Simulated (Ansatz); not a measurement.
A relaxed cell of TiSn2O6 is given with its symmetry left out. The cell was found from a structure generator's guess, not taken from experiment.

The calculation used Ansatz, DFT PBE, scalar-relativistic, plane waves, PAW. Cutoff 420 eV, Γ-centred mesh, Gaussian smearing, no spin polarisation.

```cif
data_structure
_symmetry_space_group_name_H-M 'P 1'
_symmetry_Int_Tables_number 1
_cell_length_a 7.5880
_cell_length_b 7.5880
_cell_length_c 4.9348
_cell_angle_alpha 92.008
_cell_angle_beta 92.008
_cell_angle_gamma 23.935
_cell_volume 115.20
loop_
_atom_site_label
_atom_site_type_symbol
_atom_site_fract_x
_atom_site_fract_y
_atom_site_fract_z
_atom_site_occupancy
Ti1 Ti 0.34335 0.34335 0.97434 1
Sn1 Sn 0.65775 0.65775 0.01986 1
Sn2 Sn 0.99547 0.99547 0.49716 1
O1 O 0.43300 0.43300 0.69522 1
O2 O 0.78307 0.78307 0.80793 1
O3 O 0.09617 0.09617 0.80966 1
O4 O 0.89945 0.89945 0.18328 1
O5 O 0.22932 0.22932 0.19356 1
O6 O 0.56241 0.56241 0.31899 1
```

The zero of energy is the elements' standard structures at the same level (O₂ as a molecule); no fitted shifts are applied. The references include grey tin.

**Question.** Find its symmetry and describe it.

**Answer.** Cm (No. 8). Conventional cell: a = 14.846 Å, b = 3.147 Å, c = 4.935 Å, β = 92.1°. Ti has 6 O at 1.95–2.04 Å, 2 Ti at 3.15 Å and 2 Sn at 3.19 Å; around Sn on its first site lie 6 O at 2.07–2.17 Å, 2 Sn at 3.15 Å and 2 Ti at 3.19 Å; around Sn on its second site lie 6 O at 2.07–2.11 Å; around O on its first site lie 1 Ti at 1.95 Å and 2 Sn at 2.09 Å; 5 more sites not described.

**Question.** How far does it lie from the elements in energy?

**Answer.** −2.016 eV/atom. Whether it is stable depends on the other phases of the system, which aren't compared here.

**Question.** Is it a metal?

**Answer.** No, the gap on the 10×10×6 mesh is 1.87 eV.

The last run used a 10×10×6 mesh (in the run's order of axes) for its 9-atom cell and Gaussian smearing of 0.02 eV. Kohn–Sham gaps at this level usually fall short of measured ones. Symmetry constrained the relaxation, so the result can be a saddle point.
